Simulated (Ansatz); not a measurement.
Lattice vibrations of BN at Γ at 25 GPa

Computed with Ansatz 0.2.0, DFT LDA, scalar-relativistic, plane waves, PAW. Plane waves to 420 eV; Γ-centred k mesh 12×12×12; fixed occupations. No spin polarisation. Phonons by linear response, acoustic sum rule imposed.

The cell, relaxed at 25 GPa:
```yaml
crystal:
  lattice:
    - [0.00000, 1.75708, 1.75708]
    - [1.75708, 0.00000, 1.75708]
    - [1.75708, 1.75708, 0.00000]
  atoms:
    - { symbol: B, position: [0.00000, 0.00000, 0.00000] }
    - { symbol: N, position: [0.75000, 0.75000, 0.75000] }
```

Task: Give the high-frequency dielectric tensor ε∞.

Result:
```
4.52 0.00 0.00
0.00 4.52 0.00
0.00 0.00 4.52
```

Task: Give the Born effective charges.

Result:
```tsv
atom	Z*xx	Z*yy	Z*zz	mean
B (atom 1)	1.85	1.85	1.85	1.85
N (atom 2)	-1.85	-1.85	-1.85	-1.85
```

Task: How large is the static dielectric tensor with the ions free to move, and what share of it is ionic?

Result:
```
6.5 0.0 0.0
0.0 6.5 0.0
0.0 0.0 6.5
```
The ions give 30 % of its trace.

Cost: 1 run of about 0.41 core-minutes, on Intel Xeon Processor @ 2.50GHz (Skylake/Cascade Lake) (shared hosts).